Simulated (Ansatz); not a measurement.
Fields on a plane of EuO (rock salt)

```xyz
2
Lattice="0.0000 2.4828 2.4828 2.4828 0.0000 2.4828 2.4828 2.4828 0.0000" Properties=species:S:1:pos:R:3 pbc="T T T"
O      0.0000     0.0000     0.0000
Eu     2.4828     2.4828     2.4828
```

The slice is a {110} plane (indices of the conventional cell) through the point (0.500, 0.500, 0.500) (fractional), spanned by u = [100] and v = [1 -1 -1] in vectors of this cell: u (3.51 Å) and v (4.97 Å, at 90° to u). It covers one period; positions are fractions (u, v).

Atoms on it: O at (0.00, 0.50); Eu at (0.00, 0.00).

Calculation: PBEsol (plane waves to 420 eV, PAW, scalar-relativistic; Ansatz, an electronic-structure program). k mesh 16×16×16. These are valence fields of a PAW run, semicore shells included where kept as valence: close to a nucleus they are smooth pseudo fields. EuO is run spin-polarised and with no Hubbard U. EuO was relaxed with its symmetry unable to fall. Relaxed EuO ends ferromagnetic. The relaxed volume of EuO is well below the measured one. The magnetic order is the one the run started from; other orders were not tried. The f-shell state is unchecked: a lower one may exist.

```
|%#=:                :=#|
|+=-.                .-=|
|::.                  .:|
|.                      |
|                       |
|                       |
|                       |
|                       |
|                       |
|                       |
|                       |
|                       |
|                       |
|                       |
|                       |
|                       |
|                       |
|                       |
|                       |
|                       |
|                       |
|                       |
|                       |
|                       |
|                       |
|                       |
|                       |
|.                      |
|::.                  .:|
|+=-.                .-=|
|%#=:                :=#|
|@%+:.              .:+%|
```
Scale: ten equal steps from -0.17 (start of ' ') to 17.23 (end of '@'), in the order ' .:-=+*#%@'. Values: spin density, up minus down in e/Å³. The map has 23 points along u (one character each, u = 0 at the left) and 32 along v (v = 0 in the bottom row). 

| v \ u | 0.00 | 0.09 | 0.17 | 0.26 | 0.35 | 0.43 | 0.52 | 0.61 | 0.70 | 0.78 | 0.87 | 0.96 |
|---|---|---|---|---|---|---|---|---|---|---|---|---|
| 0.94 | x | x | x | x | 2.5 | 6.7 | 7.4 | 5.2 | <1.0 | x | x | x |
| 0.84 | x | x | x | <1.0 | 5.6 | 7.7 | 8.1 | 6.9 | 3.7 | <1.0 | x | x |
| 0.75 | 3.0 | 3.8 | 5.5 | 7.0 | 8.0 | 8.4 | 8.5 | 8.3 | 7.6 | 6.3 | 4.6 | 3.2 |
| 0.66 | x | x | x | 9.3 | 8.9 | 8.3 | 8.2 | 8.6 | 9.2 | 9.2 | x | x |
| 0.56 | x | x | x | x | 8.7 | 7.8 | 7.5 | 8.3 | 9.1 | x | x | x |
| 0.47 | x | x | x | x | 8.8 | 7.7 | 7.4 | 8.2 | 9.0 | x | x | x |
| 0.38 | x | x | x | 9.5 | 8.9 | 8.2 | 8.0 | 8.5 | 9.3 | x | x | x |
| 0.28 | 6.1 | 6.6 | 7.4 | 8.2 | 8.4 | 8.5 | 8.5 | 8.5 | 8.3 | 7.8 | 7.0 | 6.2 |
| 0.19 | x | x | <1.0 | 3.5 | 6.6 | 8.0 | 8.3 | 7.5 | 5.3 | 1.1 | <1.0 | x |
| 0.09 | x | x | x | <1.0 | 3.5 | 7.0 | 7.6 | 5.7 | <1.0 | x | x | x |
| 0.00 | x | x | x | x | 1.6 | 6.4 | 7.2 | 4.7 | <1.0 | x | x | x |

Values: electrostatic potential energy of an electron, from the cell's mean, in eV. Points within 1 Å of a nucleus are blanked (x), as the pseudised field means little there. Values under 1 eV are set to 1. The zero, the cell's mean, hangs on the PAW cores.

The density on the O–Eu line (2.48 Å) at its density minimum, 1.2 Å from O is 0.31 e/Å³ and the ELF at that point comes out as 0.1.
